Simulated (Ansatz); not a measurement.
**How long does this Ansatz run take?**

```yaml
crystal:
  lattice:
    - [6.36, 0.0, 0.0]
    - [-4.77, 8.261882352, 0.0]
    - [0.0, 0.0, 12.5]
  atoms:
    - { symbol: Ta, position: [0.1670354877, 0.2223437888, 0.25] }
    - { symbol: W, position: [0.1659400053, 0.5562878239, 0.25] }
    - { symbol: W, position: [0.1683130217, 0.888544284, 0.25] }
    - { symbol: W, position: [0.665210572, 0.2210291376, 0.25] }
    - { symbol: W, position: [0.6695796168, 0.5576202297, 0.25] }
    - { symbol: W, position: [0.6636228861, 0.8875442338, 0.25] }
    - { symbol: W, position: [0.3334896282, 0.1112021711, 0.75] }
    - { symbol: W, position: [0.3334990276, 0.4444893867, 0.75] }
    - { symbol: W, position: [0.333462243, 0.7778088653, 0.75] }
    - { symbol: W, position: [0.8335285349, 0.111216974, 0.75] }
    - { symbol: W, position: [0.8334056339, 0.4444463824, 0.75] }
    - { symbol: W, position: [0.8334766915, 0.7778278524, 0.75] }
    - { symbol: S, position: [0.1667552383, 0.2222795136, 0.6247960739] }
    - { symbol: S, position: [0.166745823, 0.555541479, 0.6248324555] }
    - { symbol: S, position: [0.1668310753, 0.8889768332, 0.6248443518] }
    - { symbol: S, position: [0.6667147175, 0.2221974971, 0.6247986599] }
    - { symbol: S, position: [0.6667047008, 0.5555768817, 0.6248187134] }
    - { symbol: S, position: [0.6667464332, 0.8889691573, 0.6248477373] }
    - { symbol: S, position: [0.335132873, 0.1090581389, 0.123681722] }
    - { symbol: S, position: [0.3368065923, 0.4487551964, 0.1240343763] }
    - { symbol: S, position: [0.3320137078, 0.7768628261, 0.1245094899] }
    - { symbol: S, position: [0.8280181212, 0.1088734681, 0.1239998298] }
    - { symbol: S, position: [0.8325329991, 0.4437333285, 0.1250927302] }
    - { symbol: S, position: [0.8347160441, 0.7789951153, 0.1249840624] }
    - { symbol: S, position: [0.1667552383, 0.2222795136, 0.8752039261] }
    - { symbol: S, position: [0.166745823, 0.555541479, 0.8751675445] }
    - { symbol: S, position: [0.1668310753, 0.8889768332, 0.8751556482] }
    - { symbol: S, position: [0.6667147175, 0.2221974971, 0.8752013401] }
    - { symbol: S, position: [0.6667047008, 0.5555768817, 0.8751812866] }
    - { symbol: S, position: [0.6667464332, 0.8889691573, 0.8751522627] }
    - { symbol: S, position: [0.335132873, 0.1090581389, 0.376318278] }
    - { symbol: S, position: [0.3368065923, 0.4487551964, 0.3759656237] }
    - { symbol: S, position: [0.3320137078, 0.7768628261, 0.3754905101] }
    - { symbol: S, position: [0.8280181212, 0.1088734681, 0.3760001702] }
    - { symbol: S, position: [0.8325329991, 0.4437333285, 0.3749072698] }
    - { symbol: S, position: [0.8347160441, 0.7789951153, 0.3750159376] }
total_charge: 1
kpoints:
  mp_grid: { grid: [4, 3, 2] }
scf:
  occupations: { method: fermi_dirac, width: 0.01 }
hamiltonian:
  xc: r2scan
  pseudopotentials: { kind: paw }
output:
  forces: true
  stress: true
  populations: true
  efg:
    quadrupole_moments_barn: { Ta: 3.17, S: -0.0694 }
    contact_densities: true
```

```sh
ansatz run input.yaml --threads 4 --pin off --max-ram 8192MiB --backend cpu --events-out ev --progress --plain --runs-dir out
```

It runs on 4 threads of Intel Xeon 6975P-C (Granite Rapids) (x86_64; 16 cores open to the job, memory cap 8.0 GiB, no GPU), a shared host with a load of 0.4 a core.

(1) Estimate the wall time and the peak memory.

Answers

(1) About 74 s of wall time (4.7 min of CPU time) and 4.8 GiB. The run holds 310 valence electrons in 191 bands, about 16709 plane waves a k-point and 14 irreducible k-points, and took 11 SCF iterations. Times on a shared host vary by tens of per cent.
